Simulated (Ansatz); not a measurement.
The start is a relaxed TePb cell, doubled along one cell vector, shaken by Gaussian noise of σ = 0.08 Å a coordinate. A full variable-cell relaxation at zero pressure is run with PBEsol (plane waves to 420 eV, PAW, scalar-relativistic; Ansatz, a program for electronic structure). The first steps use a coarse 6×3×6 k-mesh.

Starting cell:
```
CELL_PARAMETERS angstrom
      0.00000     3.22099     3.22099
      6.44197     0.00000     6.44197
      3.22099     3.22099     0.00000
ATOMIC_POSITIONS crystal
  Te 0.00296 0.98552 0.01047
  Te 0.02322 0.51087 0.97475
  Pb 0.50901 0.24631 0.49725
  Pb 0.55163 0.75895 0.47863
```

Question: By how much does the energy per atom fall from start to end?

Answer: 0.04 eV/atom.

Question: What band gap does the relaxed structure have at this level?

Answer: 0.65 eV, direct at L (no spin-orbit coupling).

Final structure:

```cif
data_Pb4Te4
_chemical_formula_sum 'Te4 Pb4'
_space_group_name_H-M_alt 'Fm-3m'
_space_group_IT_number 225
_space_group_name_Hall '-F 4 2 3'
_cell_length_a 6.44210
_cell_length_b 6.44210
_cell_length_c 6.44210
_cell_angle_alpha 90.000
_cell_angle_beta 90.000
_cell_angle_gamma 90.000
loop_
_atom_site_label
_atom_site_type_symbol
_atom_site_symmetry_multiplicity
_atom_site_Wyckoff_symbol
_atom_site_fract_x
_atom_site_fract_y
_atom_site_fract_z
_atom_site_occupancy
Te1 Te 4 b 0.50000 0.50000 0.50000 1
Pb1 Pb 4 a 0.00000 0.00000 0.00000 1
```
(The calculation used a cell of 2 atoms; values per cell refer to that cell.)

Final values are on a 9×9×9 k-mesh of the relaxed cell. No spin polarisation in the result. Spin-orbit coupling is missing; with elements this heavy it can move band edges by tenths of an eV or more.
